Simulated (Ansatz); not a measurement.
Input:

AlAg:
Space group Cmcm (No. 63); a = 2.8185 Å, b = 10.4619 Å, c = 4.4874 Å, α = β = γ = 90.00°

| atom | site | symmetry | x | y | z |
|---|---|---|---|---|---|
| Ag | 4c | m2m | 0.0000 | 0.3375 | 0.2500 |
| Al | 4c | m2m | 0.0000 | 0.0773 | 0.2500 |
(The calculation used a cell of 4 atoms; values per cell refer to that cell.)

This is the PBEsol-relaxed structure.

Q: All from PBEsol (plane waves, PAW; program Ansatz), unless another level is named. Give the formation energy from the elements (no fitted shifts).

A: 0.018 eV/atom.

Q: What about the density of states at the Fermi level?

A: 0.40 states/eV per atom (mean over ±0.08 eV).

The start of the workflow was typed in or built on a structure type; neither database checked (COD, Materials Project) lists it. Whether it is the stable phase at ambient conditions was not checked. The PBEsol relaxation kept the symmetry of its start; its stability against distortions is not shown here. No spin polarisation was allowed. Axis ratios of metals converge slowly with the k-mesh, so a and c are less sure than the volume. The references are the lowest solids computed at this level, not always the standard phases. Scalar-relativistic: spin–orbit coupling is off unless named, which matters more the heavier the elements.

Potentials: the earlier of the program's two PAW sets. The files were generated under PBE; for other functionals the program regenerates the frozen cores, and for LDA and PBEsol the local potential too.
